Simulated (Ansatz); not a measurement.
The slice is one period of a {100} plane through atoms; its size isn't given.

All values below come from PBEsol (plane waves to 420 eV, PAW, scalar-relativistic; Ansatz, a program for electronic structure). Near the nuclei the fields are pseudised (PAW); where an atom keeps semicore shells as valence, they peak there.

```
|445577777766554433221100000011223344556677777755|
|667777777766554422110000000000112244556677777777|
|777777776655443322111100000011112233445566777777|
|777777665555443322111111111111112233445555667777|
|666666555544332222222222222222222222334455556666|
|555555444433332222333344444433332222333344445555|
|444444333322223333445555665555443333222233334444|
|333322222222223344667777777777664433222222222233|
|222211111122334466778888998888776644332211111122|
|111100111122335577889999999999887755332211110011|
|000000001122445577889999999999887755442211000000|
|000000001122446677999999999999997766442211000000|
|000000001122445577889999999999887755442211000000|
|111100111122335577889999999999887755332211110011|
|222211111122334466778888998888776644332211111122|
|333322222222223344667777777777664433222222222233|
|444444333322223333445555665555443333222233334444|
|555555444433332222333344444433332222333344445555|
|666666555544332222222222222222222222334455556666|
|777777665555443322111111111111112233445555667777|
|777777776655443322111100000011112233445566777777|
|667777777766554422110000000000112244556677777777|
|445577777766554433221100000011223344556677777755|
|224466777766554433221100000011223344556677776644|
```
Scale: ten equal steps from -1.76 (start of '0') to 0.63 (end of '9'), in the order '0123456789'. Values: log₁₀ of the valence density in e/Å³. The map has 24 points along u (two characters each, u = 0 at the left) and 24 along v (v = 0 in the bottom row). The scale is logarithmic, as a density can span decades between atoms and voids.

```
|xxx#@@@%*-.   .-*%@@@#xx|
|xx*@@@@%+:     :+%@@@@*x|
|##@@@@%*-.     .-*%@@@@#|
|@@@@@%#=.       .=#%@@@@|
|@@@@%#=.    .    .=#%@@@|
|@@@%#=.  .:=+=:.  .=#%@@|
|%%%*=.  .=#%%%#=.  .=*%%|
|#*+-.  .+%@@@@@%+.  .-+*|
|=-:.  .=%@@@@@@@%=.  .:-|
|..    :#@@@xxx@@@#:    .|
|      =%@@xxxxx@@%=     |
|     .+%@@xxxxx@@%+.    |
|      =%@@xxxxx@@%=     |
|..    :#@@@xxx@@@#:    .|
|=-:.  .=%@@@@@@@%=.  .:-|
|#*+-.  .+%@@@@@%+.  .-+*|
|%%%*=.  .=#%%%#=.  .=*%%|
|@@@%#=.  .:=+=:.  .=#%@@|
|@@@@%#=.    .    .=#%@@@|
|@@@@@%#=.       .=#%@@@@|
|##@@@@%*-.     .-*%@@@@#|
|xx*@@@@%+:     :+%@@@@*x|
|xxx#@@@%*-.   .-*%@@@#xx|
|xxx#@@@%#=.   .=#%@@@#xx|
```
Scale: ten equal steps from 0.01 (start of ' ') to 0.88 (end of '@'), in the order ' .:-=+*#%@'. Values: electron localisation function (ELF). The map has 24 points along u (one character each, u = 0 at the left) and 24 along v (v = 0 in the bottom row). Points within 0.5 Å of a nucleus are blanked (x), as the pseudised field means little there.

Question: Which relaxed crystal do these maps come from?
(A) KBr (rock salt)
(B) VN (rock salt)
(C) NbN (rock salt)

Answer: A, KBr (rock salt). Atoms on the slice: Br at (0.00, 0.00); K at (0.50, 0.50)

All were relaxed with their symmetry unable to fall. NbN is run without spin polarisation. This is a high-temperature form of NbN. VN is run without spin polarisation.
